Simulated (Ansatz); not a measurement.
Relaxed-ion elastic tensor of Bi2S3 (La2O3 or Ni2Al3 type, space group No. 164) in GPa (Voigt order), r²SCAN in the plane-wave PAW code Ansatz; density 6.20 g/cm³, 27.53 Å³ per atom.

```
83.3  25.5  10.4  -0.3   0.0   0.0
25.5  83.3  10.4   0.3   0.0   0.0
10.4  10.4  20.0   0.0   0.0   0.0
-0.3   0.3   0.0   6.5   0.0   0.0
 0.0   0.0   0.0   0.0   6.5  -0.3
 0.0   0.0   0.0   0.0  -0.3  28.9
```

Task: Is the crystal mechanically stable?

Result: Yes: the smallest eigenvalue of C is 6.5 GPa.

Task: Work out the Voigt, Reuss and Hill averages.

Result: K_V = 31.0, K_R = 18.2, K_H = 24.6; G_V = 17.7, G_R = 10.6, G_H = 14.2 GPa.

Task: Give Young's modulus, Poisson's ratio, Pugh's ratio and the universal anisotropy index.

Result: E = 9KG/(3K + G) = 35.7 GPa; ν = 0.26; K/G = 1.74 (near the Pugh limit of 1.75, no verdict); A_U = 5G_V/G_R + K_V/K_R − 6 = 4.08.

Task: Estimate the sound speeds and the Debye temperature.

Result: v_l = √((K + 4G/3)/ρ) = 2650 m/s, v_t = √(G/ρ) = 1510 m/s, mean 1680 m/s; Θ = (h/k)(3n/4πV)^(1/3) v_m = 166 K.

Task: How much does each axis shrink under pressure?

Result: Linear compressibilities β_i = Σ_j S_ij (j = 1 to 3): x 4.9, y 4.9, z 45 per TPa.

Space group P-3m1 (La2O3 or Ni2Al3 type). A made-up cell: these elements were put on the sites of a structure type; neither database checked (COD, Materials Project) lists it. COD files the formula under space group No. 62. Whether it is the stable phase at ambient conditions was not checked. Symmetry was held in the r²SCAN relaxation; whether a distortion lowers the energy is not shown. Spin–orbit coupling is left out wherever it is not named.

Potentials: the earlier of the program's two PAW sets. The files were generated under PBE; for other functionals the program regenerates the frozen cores, and for LDA and PBEsol the local potential too.
